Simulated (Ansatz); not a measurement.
Sc:
```cif
data_Sc2
_chemical_formula_sum 'Sc2'
_space_group_name_H-M_alt 'P63/mmc'
_space_group_IT_number 194
_space_group_name_Hall '-P 6c 2c'
_cell_length_a 3.33062
_cell_length_b 3.33062
_cell_length_c 5.19385
_cell_angle_alpha 90.000
_cell_angle_beta 90.000
_cell_angle_gamma 120.000
loop_
_atom_site_label
_atom_site_type_symbol
_atom_site_symmetry_multiplicity
_atom_site_Wyckoff_symbol
_atom_site_fract_x
_atom_site_fract_y
_atom_site_fract_z
_atom_site_occupancy
Sc1 Sc 2 d 0.66667 0.33333 0.25000 1
```

Relaxed with r²SCAN (plane waves, PAW; program Ansatz). Indices refer to the conventional cell of P6_3/mmc, a = 3.3306 Å, b = 3.3306 Å, c = 5.1939 Å, α = 90.00°, β = 90.00°, γ = 120.00°.

Question: Simulate the powder diffraction pattern (Cu Kα1, λ = 1.54056 Å; lines above 1 %) up to 2θ = 90°.

Answer: Simulated powder pattern, Cu Kα1, λ = 1.54056 Å (kinematic, ideal powder, no thermal factors, no anomalous dispersion; the 30 strongest lines at most, above 1 %, up to 2θ = 90°):

```tsv
2θ (°)	d (Å)	I/Imax (%)	hkl
30.98	2.884	25	(1 0 -1 0)
34.51	2.597	24	(0002)
35.57	2.522	100	(1 0 -1 1)
47.05	1.930	14	(1 0 -1 2)
55.10	1.665	17	(1 1 -2 0)
62.52	1.484	16	(1 0 -1 3)
64.57	1.442	2.4	(2 0 -2 0)
66.66	1.402	17	(1 1 -2 2)
67.33	1.390	13	(2 0 -2 1)
72.77	1.298	2.2	(0004)
75.31	1.261	2.9	(2 0 -2 2)
81.17	1.184	2.4	(1 0 -1 4)
88.08	1.108	5.8	(2 0 -2 3)
89.91	1.090	1.9	(2 1 -3 0)
```

Symmetry was held in the r²SCAN relaxation. The run is not spin-polarised. Axis ratios of metals converge slowly with the k-mesh, so a and c are less sure than the volume.

Potentials: the earlier of the program's two PAW sets.
